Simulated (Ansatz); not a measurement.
Ansatz (a first-principles code) input:

Ansatz 0.2 input:
```yaml
crystal:
  lattice:
    - [-1.6260000724, 1.6260000724, 1.6260000724]
    - [1.6260000724, -1.6260000724, 1.6260000724]
    - [1.6260000724, 1.6260000724, -1.6260000724]
  atoms:
    - { symbol: Ti, position: [0.0, 0.0, 0.0] }
kpoints:
  mp_grid: { grid: [20, 20, 20] }
hamiltonian:
  xc: r2scan
  pseudopotentials: { azcp: { folder: ./paw }, kind: paw }
scf:
  occupations: { method: fermi_dirac, width: 0.1 }
phonons:
  method: dfpt
  response_accuracy: low
  qmesh: [5, 5, 5]
  interpolated_qmesh: [23, 23, 23]
  dielectric: false
  rigid_motions: translations
  temperatures: { t_max: 1000, t_step: 50 }
  qpath:
    path:
      - [[0.0, 0.0, 0.0], [0.5, -0.5, 0.5], [0.0, 0.0, 0.5], [0.0, 0.0, 0.0], [0.25, 0.25, 0.25], [0.5, -0.5, 0.5]]  # Γ-H-N-Γ-P-H
      - [[0.25, 0.25, 0.25], [0.0, 0.0, 0.5]]  # P-N
    npoints: 13
```

Output (shortened):

```
Pseudopotential: Ti, paw, valence charge 12
Functional definition: r2SCAN
Crystal: 1 atoms, lattice volume = 17.196 Å³
Basis set: ecut = 500 eV, 429 PW (Γ), exchange–correlation on 120×120×120 points (125 copies of the dense FFT grid, shifted against one another)
Bands: 10, of which v1, the nominal top of the filled ones, is band 6 counted from 1 (5 counted from 0)
Symmetry: 48 space group operations
k-points: 641 of 8000 (irreducible under 8 space group operations, time reversal used)
SCF iter   1: F=—  HF=-2504.450360 eV  |F-HF|=—  |Δ(HF+E_count)|=         —  Δρ=6.63e-2  dr2=7.99e-1  dr2_τ=2.77e-2  ethr=3.10e-3  ⟨swp⟩=4.6  Hψ=33767  notcnv=0
preconditioner: auto → none
SCF iter   2: F=—  HF=-2504.287294 eV  |F-HF|=—  |Δ(HF+E_count)|=   1.63e-1  Δρ=1.85e-2  dr2=3.83e-2  dr2_τ=1.09e-2  ethr=3.10e-3  ⟨swp⟩=2.7  Hψ=17745  notcnv=0
SCF iter   3: F=—  HF=-2504.272517 eV  |F-HF|=—  |Δ(HF+E_count)|=   1.48e-2  Δρ=4.92e-3  dr2=2.81e-3  dr2_τ=2.58e-4  ethr=3.19e-4  ⟨swp⟩=2.4  Hψ=12011  notcnv=0
SCF iter   4: F=—  HF=-2504.273613 eV  |F-HF|=—  |Δ(HF+E_count)|=   1.10e-3  Δρ=8.29e-4  dr2=7.44e-5  dr2_τ=9.13e-6  ethr=2.35e-5  ⟨swp⟩=2.8  Hψ=12131  notcnv=0
SCF iter   5: F=—  HF=-2504.273607 eV  |F-HF|=—  |Δ(HF+E_count)|=   6.10e-6  Δρ=9.08e-5  dr2=1.24e-6  dr2_τ=1.15e-7  ethr=6.20e-7  ⟨swp⟩=3.0  Hψ=11137  notcnv=0
SCF iter   6: F=—  HF=-2504.273608 eV  |F-HF|=—  |Δ(HF+E_count)|=   1.38e-6  Δρ=8.48e-6  dr2=8.50e-9  dr2_τ=3.70e-10  ethr=1.04e-8  ⟨swp⟩=2.7  Hψ=10812  notcnv=0
SCF iter   7: F=—  HF=-2504.273608 eV  |F-HF|=—  |Δ(HF+E_count)|=   1.71e-9  Δρ=8.56e-7  dr2=7.12e-11  dr2_τ=4.31e-12  ethr=7.08e-11  ⟨swp⟩=2.2  Hψ=9699  notcnv=0
SCF iter   8: F=-2504.273608 eV  HF=-2504.273608 eV  |F-HF|=4.55e-13  |Δ(HF+E_count)|=  1.59e-11  Δρ=6.23e-8  dr2=2.87e-13  dr2_τ=2.17e-14  ethr=1.00e-12  ⟨swp⟩=5.0  Hψ=22838  notcnv=0
SCF 1 converged in 8 iterations: F = -2504.273608 eV  dr2 = 2.87e-13
DFPT response loops at Γ: preconditioner auto → Kerker (q_TF=auto, 2.570 Å⁻¹) (partly filled bands, converged f_vac=0.000) …
NSCF: frozen V_eff on 256 k-points
NSCF: frozen V_eff on 8400 k-points
DFPT response loops at q = (0, 0, 0.2) (fractional): mixed as the last ones told, above
NSCF: frozen V_eff on 8400 k-points
DFPT response loops at q = (0, 0, 0.4) (fractional): mixed as the last ones told, above
NSCF: frozen V_eff on 16000 k-points
DFPT response loops at q = (0, 0.2, 0.2) (fractional): mixed as the last ones told, above
NSCF: frozen V_eff on 16000 k-points
DFPT response loops at q = (0, 0.2, 0.4) (fractional): mixed as the last ones told, above
NSCF: frozen V_eff on 8400 k-points
DFPT response loops at q = (0.2, 0.2, 0.2) (fractional): mixed as the last ones told, above
NSCF: frozen V_eff on 4420 k-points
DFPT response loops at q = (0.2, 0.2, -0.19999999999999996) (fractional): mixed as the last ones told, above
NSCF: frozen V_eff on 8400 k-points
DFPT response loops at q = (0.2, 0.4, -0.4) (fractional): mixed as the last ones told, above
NSCF: frozen V_eff on 8400 k-points
DFPT response loops at q = (0.2, -0.4, -0.4) (fractional): mixed as the last ones told, above
NSCF: frozen V_eff on 4420 k-points
DFPT response loops at q = (0.4, 0.4, -0.4) (fractional): mixed as the last ones told, above
WARN: on the 23×23×23 q-mesh 280 entries of the irreducible table, 7.880e-1 modes per cell, the lowest at -165.72 cm⁻¹, stand at or below zero and are read as …
SCF converged after 8 iterations
Free energy (F): -2504.273608 eV
Harris-Foulkes:  -2504.273608 eV  (|F-HF|=4.55e-13)
Internal energy: -2504.200880 eV  (E = F + TS)
E sigma→0 (E₀):  -2504.237244 eV
Entropy (-TS):   -0.072728 eV (-72.728 meV/atom)
Fermi energy:    13.205116 eV
--- Per-component energies (eV) ---
  E_band       = -169.119304
  E_kinetic    = 281.270891
  E_local      = -863.947595  (includes V_loc(G=0)·N_el)
  E_nonlocal   = 59.892685
  E_hartree    = 341.755274
  E_xc         = -111.921309
  E_vxc        = -160.581421  (∫ρ·V_xc dr)
  E_paw        = -1050.768508  (= ΣΔE_a)
  E_vpaw       = -179.635767  (= ΣTr[D̂ρ^β])
  E_aug_tail   = -0.000024  (compensation charges beyond the density's cutoff)
  E_vtau       = 10.371393  (kinetic-family band-sum trace: ∫τ·v_τ [+ j·A + Jᵃ·Aᵃ] dr)
  E_ewald      = -1160.228837
  E_core_change = -0.253456  (= ΣΔE_core)
  E_smearing   = -0.072728  (= −TS)
  E_closure    = 0.000000  (closes the sum)
  Σ components = -2504.273608   (vs F -2504.273608, Δ=0.00e0)
  [band-id]    e_kinetic+e_local+e_nonlocal+2·e_hartree+e_vxc+e_vpaw+e_augmentation_tail+e_vtau = -169.119290   (vs E_band -169.119304, Δ=1.31e-5)
--- Band table (eV; the first three rows and the last of 641) ---
  k-point 0: bands = ["-45.7014", "-20.4833", "-20.4833", "-20.4833", "6.8164", "14.3499", "14.3499", "14.3499", "16.1517", "16.1517"]
  k-point 1: bands = ["-45.6980", "-20.5016", "-20.4888", "-20.4834", "6.9069", "14.3073", "14.3375", "14.4145", "16.1007", "16.1540"]
  k-point 2: bands = ["-45.6881", "-20.5545", "-20.5047", "-20.4838", "7.1736", "14.1859", "14.2864", "14.6056", "15.9782", "16.1624"]
  k-point 640: bands = ["-45.4633", "-20.9678", "-20.9678", "-20.9678", "10.9070", "10.9070", "17.3666", "17.3666", "17.3666", "22.0716"]
--- Phonons (Γ-DFPT): 1 representative perturbation + reference, on 641 of 8000 k-points (Σ response iterations 6) ---
  ASR residual: 4.261e-4 → 0.000e0 eV/Å²; symmetrization residual: 0.0 eV/Å²
  ASR residual per site (eV/Å²): 4.26e-4
  Γ frequencies (cm⁻¹): 0.00 0.00 0.00
  non-analytic LO–TO correction: not included (Born effective charges unavailable; polar crystals …
--- Phonons (arbitrary-q DFPT): 10 irreducible q on the 5×5×5 mesh ---
  q = [0.0000, 0.0000, 0.0000] (star 1, of the zone-centre solve; hermiticity 4.13e-16, symmetrization 8.91e-16):  0.00  0.00 0.00
  q = [0.0000, 0.0000, 0.2000] (star 12, 2 solved perturbations in 6410 linear systems a pass and spin channel, the states on 4200 of 8000 k-point pairs; hermiticity 3.00e-13, symmetrization 6.55e-13): -71.47 80.07 139.87
  q = [0.0000, 0.0000, 0.4000] (star 12, 2 solved perturbations in 6410 linear systems a pass and spin channel, the states on 4200 of 8000 k-point pairs; hermiticity 8.02e-14, symmetrization 8.63e-13): -156.61 145.02 175.68
  q = [0.0000, 0.2000, 0.2000] (star 24, 2 solved perturbations in 12200 linear systems a pass and spin channel, the states on 8000 of 8000 k-point pairs; hermiticity 1.21e-5, symmetrization 1.09e-13): -105.43 57.90 200.52
  q = [0.0000, 0.2000, 0.4000] (star 24, 2 solved perturbations in 12200 linear systems a pass and spin channel, the states on 8000 of 8000 k-point pairs; hermiticity 4.78e-6, symmetrization 2.24e-13): -115.57 138.62 145.58
  q = [0.2000, 0.2000, 0.2000] (star 8, 1 solved perturbation on 4200 of 8000 k-point pairs; hermiticity 1.43e-13, symmetrization 3.24e-12): -130.28 -130.28 129.69
  q = [0.2000, 0.2000, -0.2000] (star 6, 2 solved perturbations in 3420 linear systems a pass and spin channel, the states on 2210 of 8000 k-point pairs; hermiticity 1.80e-13, symmetrization 5.16e-13): 104.69 121.30 121.30
  q = [0.2000, 0.4000, -0.4000] (star 24, 3 solved perturbations on 4200 of 8000 k-point pairs; hermiticity 8.58e-6, symmetrization 3.52e-13): 105.99 182.68 190.79
  q = [0.2000, -0.4000, -0.4000] (star 8, 1 solved perturbation on 4200 of 8000 k-point pairs; hermiticity 1.33e-13, symmetrization 2.56e-13): 165.53 193.26 193.26
  q = [0.4000, 0.4000, -0.4000] (star 6, 2 solved perturbations in 3420 linear systems a pass and spin channel, the states on 2210 of 8000 k-point pairs; hermiticity 8.17e-14, symmetrization 1.55e-13): 219.47 219.92 219.92
  sum rule: each row above includes the acoustic sum rule's correction from the zone centre's row sums; it moved no ω² by more than (1.56 cm⁻¹)²
  mesh force constants: q→R imaginary residual 0.00e0; ASR residual 4.261e-4 → 0.000e0 eV/Å²; symmetrization residual 3.109e-15 eV/Å²
  interpolated dispersion: 80 rows × 3 modes
  density of states and harmonic sums: on the 23×23×23 q-mesh, interpolated from the force constants of a 5×5×5 supercell (no non-analytic term)
  largest difference from the sums on the solved wave vectors: F 4.50e-3 eV, S 9.70e-6 and C_V 5.19e-6 eV/K
  zero-point energy: 0.020559 eV/cell   skipped modes (ω ≤ 0): 283, of them read as no rigid motion or as one in doubt …
```

Cost: around 50 core-minutes (rough) on shared cores.

Space group Im-3m (bcc (W type)). This is a known high-temperature phase of the composition, computed here at zero pressure and temperature. The cell was relaxed with r²SCAN under the symmetry of its start. At this level the phase is dynamically unstable (imaginary phonons). The run is not spin-polarised. As this level gives no gap, phonon frequencies hold no LO–TO term and depend on the k-mesh and smearing (Fermi–Dirac, 0.1 eV here).

Potentials: the earlier of the program's two PAW sets.

Ansatz is a plane-wave DFT program.
